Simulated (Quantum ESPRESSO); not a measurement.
## One change at a time to CuIn4MoTa2

These are calculations, not measurements. They come from Quantum ESPRESSO 7.5, a public plane-wave density functional program. Each row is one single-point run on a made-up periodic cell of eight metal atoms, with elements, volume, strain and displacements drawn at random and not relaxed, so a cell may be unstable or far from any real phase. There is no spin polarisation or spin-orbit coupling.

Settings: PBE unless stated; PseudoDojo standard norm-conserving files; Fermi-Dirac width 0.25 eV, which means electrons at about 2900 K; cutoff 1252 eV; 5 x 4 x 4 k mesh shifted half a step off Gamma. E is the free energy of the whole cell (internal energy minus TS), so a -TS column is already part of it. Stress is positive in tension, and the pressure P is minus a third of its trace.

Checks: one run of this series was repeated at a higher cutoff and on a denser mesh, which moved values by no more than 0.002 eV, 0.06 GPa and 0.012 eV/Å, and a second program with other atomic files agreed on it to 2 % rms in force and 0.5 GPa in pressure. Known limits: the copper pseudopotential is less sure than most, with forces differing by about three percent and pressure by about two GPa from a second method on plain copper; heavy elements are run without spin-orbit coupling, which real alloys of them have; a spin test at this wide smearing found no moment, but such smearing suppresses magnetism that the real alloy may have.

The lattice is hexagonal close-packed, and the cell vectors in Å are (0.015, 0.028, -4.813); (0.013, 5.443, -0.031); (6.220, 0.015, -0.019), a volume of 162.94 Å³ in run 1. The elements on sites 1 to 8 are In In In Cu Ta Ta Mo In. Each later run makes one change to run 1 and keeps the rest. E is counted from run 1, and is n/a where other atomic files have another zero of energy.

```
run,change,V (Å³),P (GPa),-TS (eV),rms force (eV/Å),largest change of a force component (eV/Å),E (eV)
1,none,162.94,-3.88,-1.178,0.677,0.000,0.000
2,sites 1 and 5 exchanged,162.94,-4.13,-1.151,0.693,0.778,0.215
3,all lengths scaled by -0.87 %,158.72,-1.17,-1.137,0.740,0.220,?
4,PBEsol in place of PBE,162.94,-8.42,-1.184,0.639,0.143,n/a
5,Pd on site 3,162.94,-8.85,-1.425,0.758,0.565,n/a
6,site 3 moved by -0.14 Å along y,162.94,-3.86,-1.186,0.668,0.895,0.008
```

## Worked estimate

Along a uniform scaling dE = -P dV. The mean of the two pressures is -2.525 GPa and the volume changes by -4.22 Å³, with 160.2 GPa to one eV/Å³. The same two rows give -V dP/dV = 103 GPa for this cell with clamped atoms, which is not the bulk modulus of a real alloy.

## Withheld value

Question: what E should run 3 give?

The estimate is -0.067 eV. The calculation gave -0.067 eV.
